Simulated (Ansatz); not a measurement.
Sn:
Space group P6₃/mmc (No. 194); a = b = 3.3148 Å, c = 5.6775 Å, α = β = 90.00°, γ = 120.00°

| atom | site | symmetry | x | y | z |
|---|---|---|---|---|---|
| Sn | 2d | -6m2 | 0.6667 | 0.3333 | 0.2500 |

Relaxed at zero pressure with DFT-r²SCAN in the program Ansatz with PAW potentials.

Q: The volume is raised by 9 % and shape and atoms relax at that volume. What pressure results, and how do the axes share the change?

A: -3.6 GPa; a 2.5 %, b 2.5 %, c 3.8 %; the energy rises by 30 meV/atom.

Q: Give the new structure.

A: 
Space group P6₃/mmc (No. 194); a = 3.396 Å, b = 3.396 Å, c = 5.895 Å, α = 90.00°, β = 90.00°, γ = 120.00°

```csv
atom,site,symmetry,x,y,z
Sn,2d,-6m2,0.6667,0.3333,0.2500
```

The phase is kept; no other phase was compared at this pressure.

Space group P6_3/mmc (hcp (Mg type)). The start of the workflow was typed in or built on a structure type; neither database checked (COD, Materials Project) lists it. It is not the phase usual at ambient conditions (space group No. 141). The cell keeps a stress of up to 0.2 GPa. The cell was relaxed with r²SCAN under the symmetry of its start; its stability against distortions is not shown here. Axis ratios of metals converge slowly with the k-mesh, so a and c are less sure than the volume. Scalar-relativistic: spin–orbit coupling is off unless named, which matters more the heavier the elements.

Potentials: the earlier of the program's two PAW sets.
